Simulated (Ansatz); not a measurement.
How the functional moves the response of Ta (Im-3m) (LDA, PBEsol)

```yaml
crystal:
  lattice:
    - [-1.62664, 1.62664, 1.62664]
    - [1.62664, -1.62664, 1.62664]
    - [1.62664, 1.62664, -1.62664]
  atoms:
    - { symbol: Ta, position: [0.00000, 0.00000, 0.00000] }
```

This cell (17.22 Å³ an atom) was relaxed by PAW under LDA, and each functional gets its own cell relaxed so. Quantity: harmonic phonons by finite displacements (negative means unstable), on a 4×4×4 q mesh.

Runs: (1) LDA, PAW on Ansatz 0.2.0's default frozen-core files (fitted under PBE), scalar-relativistic; k mesh 24×24×24, Fermi-Dirac smearing of 0.050 eV, cutoff 420 eV. (2) PBEsol, PAW on Ansatz 0.2.0's default frozen-core files (fitted under PBE), scalar-relativistic; k mesh 20×20×20, Fermi-Dirac smearing of 0.080 eV, cutoff 420 eV.

Under LDA: highest mode = 171 cm⁻¹, lowest at N = 97.2 cm⁻¹, lowest at P = 134 cm⁻¹, lowest at H = 171 cm⁻¹, Grüneisen γ (heat-capacity mean at 300 K) = 1.83.

Which way does PBEsol move the volume, and by how much?

a = 3.282 Å, 17.68 Å³ an atom: 2.7 % larger.

What does PBEsol give for these quantities?

```csv
quantity,LDA,PBEsol,change
highest mode,171 cm⁻¹,168 cm⁻¹,-2 %
lowest at N,97.2 cm⁻¹,92.6 cm⁻¹,-5 %
lowest at P,134 cm⁻¹,128 cm⁻¹,-5 %
lowest at H,171 cm⁻¹,168 cm⁻¹,-2 %
Grüneisen γ (heat-capacity mean at 300 K),1.83,1.77,-3 %
```

Known limits: frozen-core PAW files fitted under PBE, their cores solved anew for the functional of the run; responses of metals move with mesh and smearing; no spin-orbit coupling on heavy atoms.
